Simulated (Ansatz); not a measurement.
SnMo$_{2}$C:
```yaml
crystal:
  lattice:
    - [3.19158, 0.00000, 0.00000]
    - [-1.59579, 2.76399, 0.00000]
    - [0.00000, 0.00000, 13.51519]
  atoms:
    - { symbol: Sn, position: [0.33333, 0.66667, 0.75000] }
    - { symbol: Sn, position: [0.66667, 0.33333, 0.25000] }
    - { symbol: Mo, position: [0.33333, 0.66667, 0.08046] }
    - { symbol: Mo, position: [0.66667, 0.33333, 0.58046] }
    - { symbol: Mo, position: [0.66667, 0.33333, 0.91954] }
    - { symbol: Mo, position: [0.33333, 0.66667, 0.41954] }
    - { symbol: C, position: [0.00000, 0.00000, 0.00000] }
    - { symbol: C, position: [0.00000, 0.00000, 0.50000] }
```

Relaxed with PBE. Special points in fractions of this cell's reciprocal vectors: Γ (0.000, 0.000, 0.000); M (0.500, 0.000, 0.000); K (0.333, 0.333, 0.000); A (0.000, 0.000, 0.500); L (0.500, 0.000, 0.500); H (0.333, 0.333, 0.500).

Question: List the band energies nearest the Fermi level at these points for the program Ansatz at the PBE with spin–orbit coupling level (PAW).

Answer: In eV from the Fermi level; about four levels below and three above (degenerate sets whole), none deeper than 8.9 eV; points with the same levels are listed once.

```
k                                            below                above
-  -----------------------------------------------  -------------------
Γ                          -0.23 -0.23 -0.22 -0.22  1.04 1.04 1.05 1.05
M                          -2.91 -2.91 -0.05 -0.05  0.15 0.15 0.41 0.41
K                          -0.06 -0.06 -0.05 -0.05  0.15 0.15 1.34 1.34
A  -0.32 -0.32 -0.32 -0.32 -0.32 -0.32 -0.32 -0.32  1.05 1.05 1.05 1.05
L                          -2.91 -2.91 -2.91 -2.91  0.18 0.18 0.18 0.18
H                          -1.17 -1.17 -1.09 -1.09  0.40 0.40 0.42 0.42
```

Space group P6_3/mmc. The start of the workflow was typed in or built on a structure type; neither database checked (COD, Materials Project) lists it. Its standing as an ambient phase is unchecked. The PBE relaxation kept the symmetry of its start; whether a distortion lowers the energy is not shown. No spin polarisation was allowed.

Potentials: the earlier of the program's two PAW sets.
